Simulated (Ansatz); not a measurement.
ZrCu5:
```
ZrCu5
1.0
    0.00000     3.35595     3.35595
    3.35595     0.00000     3.35595
    3.35595     3.35595     0.00000
Zr Cu
1 5
Direct
  0.00000   0.00000   0.00000
  0.25000   0.25000   0.25000
  0.62418   0.62418   0.62418
  0.62418   0.62418   0.12747
  0.62418   0.12747   0.62418
  0.12747   0.62418   0.62418
```

Relaxed with LDA. Special points in fractions of this cell's reciprocal vectors: Γ (0.000, 0.000, 0.000); X (0.500, 0.000, 0.500); U (0.625, 0.250, 0.625); K (0.375, 0.375, 0.750); L (0.500, 0.500, 0.500); W (0.500, 0.250, 0.750).

Q: List the band energies nearest the Fermi level at these points for plane-wave PAW LDA (Ansatz code).

A: In eV from the Fermi level; about four levels below and three above (degenerate sets whole), none deeper than 8.9 eV; points with the same levels are listed once.

| k | below | above |
|---|---|---|
| Γ | -1.20 -1.20 -1.20 -0.37 | 0.20 0.20 3.81 3.81 3.81 |
| X | -2.30 -1.87 -0.01 -0.01 | 0.53 1.27 1.71 1.71 |
| U | -2.27 -2.00 -0.72 -0.13 | 1.38 1.59 1.79 |
| L | -1.72 -0.48 -0.48 -0.33 | 1.23 1.23 1.88 |
| W | -2.22 -2.19 -1.94 -1.56 | 0.53 1.27 1.31 |

Space group F-43m. The workflow started from a Materials Project entry (that database holds measured and hypothetical structures alike); the Crystallography Open Database files this formula in space group No. 216, but the cells were not matched. Its standing as an ambient phase is unchecked. Symmetry was held in the LDA relaxation; its stability against distortions is not shown here. No spin polarisation was allowed. Spin–orbit coupling is left out wherever it is not named.

Potentials: the later of the program's two PAW sets.
